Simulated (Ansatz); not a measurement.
Nb₅Si₃ (space group P6_3/mcm)

```xyz
16
Lattice="7.5075 0.0000 0.0000 -3.7538 6.5017 0.0000 0.0000 0.0000 5.2235" Properties=species:S:1:pos:R:3 pbc="T T T"
Nb     5.6356     0.0000     3.9176
Nb     1.8720     0.0000     1.3059
Nb     2.8178     4.8805     1.3059
Nb     0.9360     1.6212     3.9176
Nb    -2.8178     4.8805     3.9176
Nb    -0.9360     1.6212     1.3059
Nb     3.7538     2.1672     2.6118
Nb     0.0000     4.3345     2.6118
Nb     0.0000     4.3345     0.0000
Nb     3.7538     2.1672     0.0000
Si     4.5526     0.0000     1.3059
Si     2.9549     0.0000     3.9176
Si     2.2763     3.9427     3.9176
Si     1.4775     2.5590     1.3059
Si    -2.2763     3.9427     1.3059
Si    -1.4775     2.5590     3.9176
```

The slice is a (-1 1 0 0) plane (indices of the conventional cell) through the point (0.333, 0.667, 0.000) (fractional), spanned by u = [001] and v = [110] in vectors of this cell: u (5.22 Å) and v (7.51 Å, at 90° to u). It covers one period; positions are fractions (u, v).

These are PBEsol (plane waves to 420 eV, PAW, scalar-relativistic; Ansatz, a quantum-chemistry and plane-wave program) values and carry that method's errors. k mesh 6×6×7. Near the nuclei the fields are pseudised (PAW); where an atom keeps semicore shells as valence, they peak there. Nb5Si3 is run without spin polarisation. Nb5Si3 was relaxed with its symmetry unable to fall. This is one of several known forms of Nb5Si3; the measured ambient cells at hand have space group No. 140.

Three fields on this plane, each scaled to ten steps between its own extremes (0 low, 9 high; the total valence density on a logarithmic scale, the potential cut 8 eV below its top; x marks points blanked near nuclei; v = 0 in the bottom row):

Map A
```
|xxx00xxxxx00xx|
|xx0550xxx0550x|
|01699610035530|
|7887788750xx05|
|873003783xxxx3|
|62xxxx260xxxx0|
|60xxxx062xxxx2|
|70xxxx077xxxx7|
|93xxxx39962269|
|98200289820028|
|996226993xxxx3|
|77xxxx770xxxx0|
|62xxxx260xxxx0|
|60xxxx062xxxx2|
|83xxxx38730037|
|750xx057887788|
|00355300169961|
|xx0550xxx0550x|
|xxx00xxxxx00xx|
|xxx00xxxxx00xx|
```

Map B
```
|xxx77xxxxx77xx|
|xx8448xxx8448x|
|64222246545545|
|1012210136xx63|
|113773114xxxx4|
|23xxxx325xxxx5|
|26xxxx625xxxx5|
|16xxxx613xxxx3|
|03xxxx30135531|
|01477410147741|
|013553103xxxx3|
|13xxxx316xxxx6|
|25xxxx526xxxx6|
|25xxxx523xxxx3|
|14xxxx41137731|
|136xx631012210|
|65455456422224|
|xx8448xxx8448x|
|xxx77xxxxx77xx|
|xxx99xxxxx99xx|
```

Map C
```
|xxx22xxxxx22xx|
|xx1221xxx0330x|
|00155100039930|
|3233332369xx96|
|510000159xxxx9|
|40xxxx049xxxx9|
|30xxxx039xxxx9|
|20xxxx029xxxx9|
|30xxxx03665566|
|32000023200002|
|366556630xxxx0|
|29xxxx920xxxx0|
|39xxxx930xxxx0|
|49xxxx940xxxx0|
|59xxxx95100001|
|369xx963233332|
|00399300015510|
|xx0330xxx1221x|
|xxx22xxxxx22xx|
|xxx33xxxxx33xx|
```

Assign the maps to these fields: electron localisation function (ELF); valence electron density; electrostatic potential energy of an electron, from the cell's mean.

A is the electrostatic potential energy of an electron, from the cell's mean; B is the valence electron density; C is the electron localisation function (ELF).
